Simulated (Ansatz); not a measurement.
## A trial form of Ta₂SiO₃

All numbers below come from DFT PBE, scalar-relativistic, plane waves, PAW (Ansatz). Cutoff 420 eV, Gaussian smearing, Γ-centred meshes. Cell and atoms relax first on a coarse mesh and then on a finer one. In between, the cell is made exact in the group found at 0.06 Å. In metals the finer mesh still leaves noise of several meV/atom or more. The steps can't lower the symmetry of their start. Collinear spin is switched on along the way, since trial moments persisted in a coarse test.

The guess for Ta₂SiO₃ was made by a generator: random cell by space group and Wyckoff sites (P6/mmm, No. 191). Lengths were set from tabulated atomic sizes, so they are only a guess.

```cif
data_structure
_symmetry_space_group_name_H-M 'P6/mmm'
_symmetry_Int_Tables_number 191
_cell_length_a 5.2636
_cell_length_b 5.2636
_cell_length_c 3.6163
_cell_angle_alpha 90.000
_cell_angle_beta 90.000
_cell_angle_gamma 120.000
_cell_volume 86.77
loop_
_atom_site_label
_atom_site_type_symbol
_atom_site_symmetry_multiplicity
_atom_site_Wyckoff_symbol
_atom_site_fract_x
_atom_site_fract_y
_atom_site_fract_z
_atom_site_occupancy
Ta1 Ta 2 d 0.33333 0.66667 0.50000 1
Si1 Si 1 a 0.00000 0.00000 0.00000 1
O1 O 3 g 0.50000 0.00000 0.50000 1
```

Energies over the elements count from the elements' standard structures at the same level (O₂ as a molecule), with no fitted energy shifts.

Q: What does it relax into?

A: The symmetry stays P6/mmm (No. 191). The volume per atom grows by 24.6 %, from 14.5 to 18.0 Å³. The shortest distance goes from 1.52 Å (Ta–O) to 1.90 Å (Ta–O). The ratio c/a of the conventional cell changes by a factor of 0.64. The energy falls by about 4.4 eV/atom (the start's value is from the coarse mesh). Conventional cell: a = 6.584 Å, c = 2.879 Å. Ta is surrounded by 3 O at 1.90 Å and 2 Ta at 2.88 Å; Si has 2 Si at 2.88 Å; around O lie 2 Ta at 1.90 Å.

```yaml
crystal:
  lattice:
    - [6.58438, 0.00000, 0.00000]
    - [-3.29219, 5.70224, 0.00000]
    - [0.00000, 0.00000, 2.87870]
  atoms:
    - { symbol: Ta, position: [0.33333, 0.66667, 0.50000] }
    - { symbol: Ta, position: [0.66667, 0.33333, 0.50000] }
    - { symbol: Si, position: [0.00000, 0.00000, 0.00000] }
    - { symbol: O, position: [0.50000, 0.00000, 0.50000] }
    - { symbol: O, position: [0.00000, 0.50000, 0.50000] }
    - { symbol: O, position: [0.50000, 0.50000, 0.50000] }
```

Q: Give its energy and gap.

A: The formation energy is −1.22 eV/atom, the gap on the 6×6×14 mesh of the 6-atom cell is 0 eV (a metal) and the net moment per atom is 0.00 μB. The moment by site is all under 0.1 μB.

Whether it is stable depends on the other phases of the system, which aren't compared here.

The last run used collinear spin and Gaussian smearing of 0.10 eV. Spin–orbit coupling, which can matter for Ta, is left out. Symmetry constrained the relaxation, so the result can be a saddle point. Site moments count only spheres around the atoms; the net moment includes the space between them.
